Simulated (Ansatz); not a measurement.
GaAs:
```
CELL_PARAMETERS angstrom
      0.00000     2.87230     2.87230
      2.87230     0.00000     2.87230
      2.87230     2.87230     0.00000
ATOMIC_POSITIONS crystal
  Ga 0.00000 0.00000 0.00000
  As 0.75000 0.75000 0.75000
```

Relaxed with PBE. Special points in fractions of this cell's reciprocal vectors: Γ (0.000, 0.000, 0.000); X (0.500, 0.000, 0.500); U (0.625, 0.250, 0.625); K (0.375, 0.375, 0.750); L (0.500, 0.500, 0.500); W (0.500, 0.250, 0.750).

Task: List the band energies nearest the valence-band maximum at these points for PBE (plane waves, PAW; program Ansatz).

Result: In eV from the valence-band maximum; about four levels below and three above (degenerate sets whole), none deeper than 8.9 eV; points with the same levels are listed once.

```json
[
 {"k": "Γ", "below": "0.00 0.00 0.00", "above": "0.16 3.72 3.72 3.72"},
 {"k": "X", "below": "-6.59 -2.51 -2.51", "above": "1.56 1.68 9.80 9.80"},
 {"k": "U", "below": "-6.42 -3.61 -2.12", "above": "1.99 4.53 7.70"},
 {"k": "L", "below": "-6.38 -1.07 -1.07", "above": "0.87 4.63 4.63"},
 {"k": "W", "below": "-6.43 -3.31 -3.12", "above": "4.40 4.70 5.26"}
]
```

Space group F-43m (zinc blende). The PBE relaxation kept the symmetry of its start. Spin–orbit coupling is left out wherever it is not named.

Potentials: the later of the program's two PAW sets.
